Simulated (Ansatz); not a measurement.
CuI (zinc blende), conventional cell a = 6.023 Å, b = 6.023 Å, c = 6.023 Å, α = 90.00°, β = 90.00°, γ = 90.00°. The calculation uses the primitive cell of 2 atoms, to which meshes and values per cell refer.

The relaxed cell is deformed in two ways at once: its volume V is scaled, and at that volume it is stretched along z (the c axis of the conventional cell) so that c/a changes. Fractional atomic positions are held.

Calculation: r2SCAN (plane waves to 500 eV, PAW, scalar-relativistic; Ansatz, a first-principles code). k mesh 10×10×10 (Γ-centred), Fermi-Dirac smearing 0.05 eV. Compression counts positive. CuI is run without spin polarisation. CuI was relaxed with its symmetry unable to fall. Spin-orbit coupling is left out, though I is heavy.

Changes of σzz (GPa) from the point V/V₀ = 1.000, (c/a)/(c/a)₀ = 1.000 when one coordinate moves alone (two changes are said to add if the coupling is within 5 % of the smaller one, nearly so within 20 %):

| point | change |
|---|---|
| V/V₀ = 1.000, (c/a)/(c/a)₀ = 0.960 | 0.445 |
| V/V₀ = 1.000, (c/a)/(c/a)₀ = 0.973 | 0.306 |
| V/V₀ = 1.000, (c/a)/(c/a)₀ = 0.987 | 0.158 |
| V/V₀ = 0.920, (c/a)/(c/a)₀ = 1.000 | 4.527 |
| V/V₀ = 0.947, (c/a)/(c/a)₀ = 1.000 | 2.764 |
| V/V₀ = 0.973, (c/a)/(c/a)₀ = 1.000 | 1.269 |
| V/V₀ = 1.027, (c/a)/(c/a)₀ = 1.000 | -1.076 |
| V/V₀ = 1.053, (c/a)/(c/a)₀ = 1.000 | -1.988 |
| V/V₀ = 1.080, (c/a)/(c/a)₀ = 1.000 | -2.759 |
| V/V₀ = 1.000, (c/a)/(c/a)₀ = 1.013 | -0.167 |
| V/V₀ = 1.000, (c/a)/(c/a)₀ = 1.027 | -0.342 |
| V/V₀ = 1.000, (c/a)/(c/a)₀ = 1.040 | -0.525 |

### Question
Do the two effects add at V/V₀ = 0.920, (c/a)/(c/a)₀ = 0.973? Give the computed change.

### Answer
The sum of the single changes is 4.527 + (0.306) = 4.833; the calculation gives 4.794, so the coupling contributes -0.039 (under 20 % of the smaller single change, nearly additive).

### Question
Do the two effects add at V/V₀ = 0.947, (c/a)/(c/a)₀ = 0.987? Give the computed change.

### Answer
The sum of the single changes is 2.764 + (0.158) = 2.922; the calculation gives 2.912, so the coupling contributes -0.010 (under 20 % of the smaller single change, nearly additive).

### Question
What is the change at V/V₀ = 1.080, (c/a)/(c/a)₀ = 0.960, where both move, and how far is it from the sum?

### Answer
The sum of the single changes is -2.759 + (0.445) = -2.314; the calculation gives -2.290, so the coupling contributes 0.024 (under 20 % of the smaller single change, nearly additive).

(Under strain, the slope of the energy per volume gives the stress and its curvature an elastic modulus.)
